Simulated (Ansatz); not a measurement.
**Sn: clamped-ion strain scan**

The calculation used DFT LDA, scalar-relativistic, plane waves, PAW in Ansatz. The runs took a 420 eV cutoff, a Γ-centred 18×18×18 mesh and Gaussian smearing (0.15 eV). No spin polarisation. Energies are free energies at this smearing, counted from the undisturbed cell; pressure is positive in compression.

The starting cell (as given, not relaxed at this level; it stands at -3.2 GPa; this bcc form isn't the usual structure):

```
Sn
1.0
    -1.89465    1.89465    1.89465
     1.89465   -1.89465    1.89465
     1.89465    1.89465   -1.89465
Sn
1
Direct
  0.00000 0.00000 0.00000
```

The cell is strained by ε times the Voigt pattern (0, 0, 1, 0, 0, 0) (xx, yy, zz, yz, xz, xy; engineering shear) with fractional coordinates fixed. The cell is metallic on the mesh throughout.

| ε | ΔE (meV/atom) | stress summed along the pattern (GPa, tension positive) | pressure (GPa) |
| --- | --- | --- | --- |
| -0.1000 | -16.9 | -2.70 | 2.8 |
| -0.0750 | -23.3 | -0.40 | 0.9 |
| -0.0500 | -21.1 | 1.35 | -0.7 |
| -0.0250 | ? | ? | -2.1 |
| 0.0000 | 0.0 | 3.23 | -3.2 |
| 0.0250 | 15.0 | 3.87 | -4.2 |
| 0.0500 | 33.2 | 4.71 | -5.1 |
| 0.0750 | ? | 5.47 | ? |
| 0.0875 | 66.8 | ? | ? |
| 0.1000 | 79.3 | 6.03 | -6.5 |

Task: Give the withheld values.

Result: ΔE (meV/atom) at ε = -0.0250: -12.6; stress summed along the pattern (GPa, tension positive) at ε = -0.0250: 2.60; ΔE (meV/atom) at ε = 0.0750: 54.9; pressure (GPa) at ε = 0.0750: -5.9; stress summed along the pattern (GPa, tension positive) at ε = 0.0875: 5.75; pressure (GPa) at ε = 0.0875: -6.2.